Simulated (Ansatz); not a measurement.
Zn in its lowest state found on the top face of a (111) slab of Si$_{2}$Ni (Fm-3m (No. 225)), 9 planes, outer planes Si (top) and Si (bottom); 1 a cell of 12.59 Å², its atoms last:

```
CELL_PARAMETERS angstrom
3.81230 0.00000 0.00000
-1.90615 3.30155 0.00000
0.00000 0.00000 26.78183
ATOMIC_POSITIONS crystal
Si 0.00000 0.00000 0.31738
Ni 0.66667 0.33333 0.34644
Si 0.33333 0.66667 0.37549
Si 0.66667 0.33333 0.43360
Ni 0.33337 0.66674 0.46294
Si 0.00003 0.00007 0.49277
Si 0.33307 0.66613 0.55105
Ni 0.99965 0.99931 0.57778
Si 0.66642 0.33283 0.61175
Zn 0.99983 0.99967 0.66722
```

The calculation used DFT PBEsol, scalar-relativistic, plane waves, PAW (Ansatz). Cutoff 420 eV; k points 9×9×1 on the computed 10-atom cell (Γ-centred); Gaussian smearing, width 0.10 eV; no spin polarisation. A dipole correction removes the field between periodic images along c.

The clean top face has a work function of 4.48 eV. Adsorption changes the slab's dipole along +c by Δp = +0.0265 e·Å a cell (+0.13 D an adsorbate).

Task: What change of work function does the Helmholtz equation give?

Result: A sheet of dipoles makes a step in an electron's potential energy of −e·Δp/(ε0·A), and e/ε0 = 180.95 eV·Å for Δp in e·Å: −180.95 × (0.0265)/12.59 = -0.38 eV. This is the change of φ(top) − φ(bottom). If the bottom face is unmoved, φ(top) becomes 4.10 eV.

Task: How does that compare with the calculation?

Result: φ(top) changes by -0.25 eV and φ(bottom) by +0.14 eV, so their difference changes by -0.39 eV. The slab is thin enough for the adsorbate to shift the Fermi level against the bottom face too.

Task: What does the sign say about the electrons?

Result: The change of dipole points out of the surface, so the work function falls. Electrons move towards the slab, or their spill-out is pushed back. Δp also holds the adsorbate's own dipole and the moves of the surface atoms, so it isn't a charge transfer alone.

Spin polarisation was left out, and a magnetic state may lie lower.